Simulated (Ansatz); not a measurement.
**Contact densities of Sb against volume**

```yaml
crystal:
  lattice:
    - [2.15060, 1.24165, 3.74400]
    - [-2.15060, 1.24165, 3.74400]
    - [0.00000, -2.48330, 3.74400]
  atoms:
    - { symbol: Sb, position: [0.23364, 0.23364, 0.23364] }
    - { symbol: Sb, position: [0.76636, 0.76636, 0.76636] }
```

Atoms are numbered in the order listed.

The structure is an experimental refinement, used without relaxation.

No spin–orbit coupling, which matters for the heavy atoms here.

The calculation used Ansatz 0.2.0, DFT, PBEsol, all-electron PAW with datasets made for the crystal, scalar-relativistic.

Numerical set-up: a Γ-centred 9×9×9 k mesh, Fermi–Dirac smearing of 0.05 eV, cutoff 140 eV (chosen by the program for this cell), no spin polarisation.

The contact density is the mean electron density over the nuclear volume; its changes set Mössbauer isomer shifts. Changes below are taken from the unscaled cell, where it is 1.34806e+06 e/Å³ at Sb1.

Volumes at which the program chose other datasets or cutoffs are left out.

| V/V(cell) | P (GPa) | Δρ(0) Sb1 (e/Å³) |
| --- | --- | --- |
| 0.9900 | 1.0 | -0.56 |
| 1.0000 | 0.4 | 0.00 |
| 1.0100 | -0.2 | ? |
| 1.0200 | -0.7 | ? |
| 1.0400 | -1.7 | 1.98 |
| 1.0500 | -2.2 | 2.46 |
| 1.0600 | -2.6 | ? |

(1) Give the missing entry: row "1.0100", column "Δρ(0) Sb1 (e/Å³)".

(2) What belongs in the row "1.0200", column "Δρ(0) Sb1 (e/Å³)"?

(3) What belongs in the row "1.0600", column "Δρ(0) Sb1 (e/Å³)"?

The datasets are made afresh for each cell, so very small changes are uncertain. Scalar relativity leaves out the p1/2 density at heavy nuclei.

Answers

(1) 0.54.

(2) 1.07.

(3) 2.94.
